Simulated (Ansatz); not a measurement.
Relaxed-ion elastic tensor of SnO in space group P4/nmm (No. 129; Sn on 2c, O on 2b) in GPa (Voigt order), LDA in the plane-wave PAW code Ansatz; density 6.78 g/cm³, 16.51 Å³ per atom.

```csv
,1,2,3,4,5,6
1,106,89.8,15.3,0.0,0.0,0.0
2,89.8,106,15.3,0.0,0.0,0.0
3,15.3,15.3,46.6,0.0,0.0,0.0
4,0.0,0.0,0.0,33.2,0.0,0.0
5,0.0,0.0,0.0,0.0,33.2,0.0
6,0.0,0.0,0.0,0.0,0.0,91.6
```

Q: Is the crystal mechanically stable?

A: Yes: the smallest eigenvalue of C is 15.9 GPa.

Q: Work out the Voigt, Reuss and Hill averages.

A: K_V = 55.4, K_R = 38.0, K_H = 46.7; G_V = 40.8, G_R = 21.2, G_H = 31.0 GPa.

Q: Give Young's modulus, Poisson's ratio, Pugh's ratio and the universal anisotropy index.

A: E = 9KG/(3K + G) = 76.1 GPa; ν = 0.23; K/G = 1.51 (brittle by the Pugh limit of 1.75); A_U = 5G_V/G_R + K_V/K_R − 6 = 5.06.

Q: Estimate the sound speeds and the Debye temperature.

A: v_l = √((K + 4G/3)/ρ) = 3600 m/s, v_t = √(G/ρ) = 2140 m/s, mean 2370 m/s; Θ = (h/k)(3n/4πV)^(1/3) v_m = 277 K.

Q: How much does each axis shrink under pressure?

A: Linear compressibilities β_i = Σ_j S_ij (j = 1 to 3): x 3.6, y 3.6, z 19 per TPa.

The cell was relaxed with LDA under the symmetry of its start; of distortions, only those at the zone centre were tested. A crystal of weakly bound layers computed without a dispersion correction: the cell and the soft elastic constants depend strongly on that. As this level gives no gap, shear constants depend on the k-mesh and smearing (Fermi–Dirac, 0.1 eV here). Scalar-relativistic: spin–orbit coupling is off unless named, which matters more the heavier the elements.

Potentials: the earlier of the program's two PAW sets.
